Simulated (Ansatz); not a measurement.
## HfOs: stiffness from a series of strains

```
CELL_PARAMETERS angstrom
3.23900 0.00000 0.00000
0.00000 3.23900 0.00000
0.00000 0.00000 3.23900
ATOMIC_POSITIONS crystal
Hf 0.00000 0.00000 0.00000
Os 0.50000 0.50000 0.50000
```

Atoms are numbered in the order listed.

The cell comes from COD entry 1523505, which wasn't checked; take it as a given geometry.

Spin–orbit coupling is left out, though it moves levels of the heavy atoms by tenths of an eV or more.

Computed with DFT, PBEsol, all-electron LAPW, scalar-relativistic in Ansatz 0.2.0.

Settings: a Γ-centred 10×10×10 k mesh, Fermi–Dirac smearing of 0.05 eV, basis error target 1 meV/atom, no spin polarisation.

The strain is applied along the Cartesian axes of the cell as listed (γ is the engineering shear, twice εxy = εyz = εzx). Fractional coordinates are held (clamped ions).

σ is the change of stress from the unstrained cell, which is at -3.53 GPa; tension is positive, so slopes are stress–strain coefficients at that pressure. In a metal the k mesh adds noise.

Only quantities that a quadratic follows smoothly over the whole series are listed; rougher ones are left out.

| γ | σxy (GPa) |
| --- | --- |
| -0.0200 | -2.39 |
| 0.0000 | 0.00 |
| 0.0100 | 1.08 |
| 0.0200 | 2.09 |

(1) Fit the series and read off the stiffness at zero strain.

(2) One run, at γ = -0.0100, is withheld. Predict its row.

Results:

(1) Least-squares fits y = p0 + p1 x + p2 x² to the rows give σxy (GPa): p1 = 112, p2 = -370. So C44 (clamped ions) = 112 GPa.

(2) The fits give -1.16; the run gave -1.15.
